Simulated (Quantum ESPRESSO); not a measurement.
Band energies of AgCl

```xyz
4
Lattice="3.8462 0.0000 -0.0528 0.0000 3.8424 0.0000 -0.6128 0.0000 5.3796" Properties=species:S:1:pos:R:3 pbc="T T T"
Cl     2.5623     2.8818     1.3893
Cl     0.6711     0.9606     3.9375
Ag     0.5953     0.9606     1.1692
Ag     2.6381     2.8818     4.1576
```

norm-conserving PBEsol (Quantum ESPRESSO, 82 Ry, scalar-relativistic); path ΓYHCEM1AXH1,MDZ,YD; energies in eV from the valence-band maximum.

| k (1/Å) | point | band 22 | band 23 | band 24 | band 25 | band 26 | band 27 | band 28 | band 29 |
|---|---|---|---|---|---|---|---|---|---|
| 0.00 | Γ | -2.28 | -2.23 | -1.90 | -1.85 | -1.71 | 0.68 | 2.49 | 7.72 |
| 0.35 |  | -2.30 | -2.14 | -1.79 | -1.64 | -1.30 | 2.10 | 3.20 | 7.38 |
| 0.58 | Y | -2.30 | -1.93 | -1.79 | -1.55 | -1.23 | 3.05 | 3.73 | 6.60 |
| 0.69 |  | -2.10 | -2.02 | -1.63 | -1.50 | -1.09 | 3.09 | 3.79 | 6.57 |
| 1.02 |  | -2.04 | -0.91 | -0.90 | -0.77 | -0.27 | 3.35 | 4.51 | 6.47 |
| 1.34 | H | -1.96 | -0.45 | -0.15 | -0.09 | -0.02 | 3.29 | 4.67 | 6.24 |
| 1.34 | C | -1.95 | -0.26 | -0.13 | -0.11 | 0.00 | 3.28 | 4.52 | 6.27 |
| 1.69 |  | -2.00 | -1.03 | -0.85 | -0.61 | -0.33 | 4.01 | 4.84 | 5.89 |
| 2.04 |  | -2.04 | -1.83 | -1.73 | -1.27 | -1.21 | 3.99 | 4.00 | 6.81 |
| 2.16 | E | -2.11 | -1.85 | -1.85 | -1.32 | -1.32 | 3.95 | 3.95 | 7.36 |
| 2.16 | M1 | -2.14 | -1.83 | -1.83 | -1.30 | -1.30 | 3.82 | 3.82 | 7.17 |
| 2.28 |  | -2.16 | -1.89 | -1.89 | -1.38 | -1.38 | 3.32 | 3.32 | 7.19 |
| 2.64 | A | -2.18 | -2.01 | -2.01 | -1.73 | -1.73 | 2.25 | 2.25 | 7.36 |
| 2.74 |  | -2.15 | -1.97 | -1.94 | -1.86 | -1.55 | 2.31 | 2.36 | 7.17 |
| 3.05 |  | -2.02 | -1.90 | -1.65 | -1.10 | -0.93 | 3.36 | 3.49 | 6.68 |
| 3.36 |  | -1.96 | -1.69 | -1.41 | -0.25 | -0.14 | 4.25 | 5.10 | 5.74 |
| 3.46 | X | -1.95 | -1.68 | -1.39 | -0.17 | -0.05 | 4.29 | 5.16 | 5.61 |
| 3.65 |  | -1.97 | -1.20 | -1.01 | -0.16 | -0.04 | 3.97 | 5.14 | 5.66 |
| 3.94 | H1 | -1.96 | -0.45 | -0.15 | -0.09 | -0.02 | 3.29 | 4.67 | 6.24 |
| 3.94 | M | -2.14 | -1.83 | -1.83 | -1.30 | -1.30 | 3.82 | 3.82 | 7.17 |
| 4.27 |  | -1.98 | -1.17 | -1.17 | -0.67 | -0.67 | 4.56 | 4.56 | 5.66 |
| 4.59 |  | -1.85 | -0.27 | -0.27 | -0.12 | -0.12 | 3.90 | 3.90 | 6.48 |
| 4.70 | D | -1.85 | -0.21 | -0.21 | -0.04 | -0.04 | 3.76 | 3.76 | 6.82 |
| 4.89 |  | -1.88 | -0.55 | -0.55 | -0.05 | -0.05 | 4.01 | 4.01 | 6.48 |
| 5.28 | Z | -1.97 | -1.55 | -1.55 | -0.09 | -0.09 | 4.70 | 4.70 | 5.90 |
| 5.28 | Y | -2.30 | -1.93 | -1.79 | -1.55 | -1.23 | 3.05 | 3.73 | 6.60 |
| 5.47 |  | -1.97 | -1.79 | -1.68 | -1.28 | -0.92 | 3.17 | 3.90 | 6.57 |
| 5.74 |  | -1.86 | -0.94 | -0.85 | -0.58 | -0.28 | 3.49 | 4.43 | 6.28 |
| 6.10 | D | -1.85 | -0.21 | -0.21 | -0.04 | -0.04 | 3.76 | 3.76 | 6.82 |

The PBEsol gap is indirect, 0.68 eV, from C to Γ; the smallest direct gap is 2.39 eV. Another valence extremum on the path lies within 0.02 eV, too close to call.

Spin-orbit splittings are left out.

Geometry relaxed with PBEsol.

This is not the ordinary phase of the substance; no match was found in the copy of COD used, and its stability was not checked.
